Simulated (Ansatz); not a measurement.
## Profile along the Ni–Al line in AlNi3 (Cu3Au type)

AlNi$_{3}$ (Cu3Au type)

```xyz
4
Lattice="3.5668 0.0000 0.0000 0.0000 3.5668 0.0000 0.0000 0.0000 3.5668" Properties=species:S:1:pos:R:3 pbc="T T T"
Ni     0.0000     1.7834     1.7834
Ni     1.7834     1.7834     0.0000
Ni     1.7834     0.0000     1.7834
Al     0.0000     0.0000     0.0000
```

Fields along a shortest Ni–Al line of a {100} plane (2.52 Å), from Ni to Al, interpolated on the slice's grid (step about 0.1 Å). The numbers are results of PBE (plane waves to 420 eV, PAW, scalar-relativistic; Ansatz, an electronic-structure program), not measurements. k mesh 13×13×13. Near the nuclei the fields are pseudised (PAW); where an atom keeps semicore shells as valence, they peak there. AlNi3 was relaxed with its symmetry unable to fall. Relaxed AlNi3 ends ferromagnetic. Other magnetic orders were not checked, so this need not be the ground state.

```
distance from Ni (Å)  valence electron density (e/Å³)  spin density, up minus down (e/Å³)  electron localisation function  ELF of the up spins  ELF of the down spins
--------------------  -------------------------------  ----------------------------------  ------------------------------  -------------------  ---------------------
0.00                                            60.77                                1.15                               x                    x                      x
0.13                                            52.24                                0.95                               x                    x                      x
0.25                                            33.98                                0.52                               x                    x                      x
0.38                                            17.60                                0.18                               x                    x                      x
0.50                                             7.81                                0.03                            0.37                 0.36                   0.38
0.63                                             3.27                                0.00                            0.30                 0.29                   0.31
0.76                                             1.40                                0.00                            0.25                 0.24                   0.26
0.88                                             0.68                                0.00                            0.22                 0.21                   0.22
1.01                                             0.44                                0.00                            0.22                 0.21                   0.22
1.13                                             0.34                                0.00                            0.28                 0.27                   0.28
1.26                                             0.29                                0.00                            0.38                 0.37                   0.38
1.39                                             0.27                                0.00                            0.46                 0.46                   0.46
1.51                                             0.25                                0.00                            0.49                 0.49                   0.49
1.64                                             0.23                                0.00                            0.44                 0.45                   0.44
1.76                                             0.20                                0.00                            0.30                 0.30                   0.30
1.89                                             0.15                                0.00                            0.12                 0.12                   0.12
2.02                                             0.11                                0.00                            0.03                 0.03                   0.03
2.14                                             0.08                                0.00                               x                    x                      x
2.27                                             0.07                                0.00                               x                    x                      x
2.39                                             0.06                                0.00                               x                    x                      x
2.52                                             0.07                                0.00                               x                    x                      x
```

x: too close to a nucleus for the ELF to mean much.

Density on the Ni–Al line (2.52 Å) at its midpoint: 0.29 e/Å³. ELF at that point: 0.38.
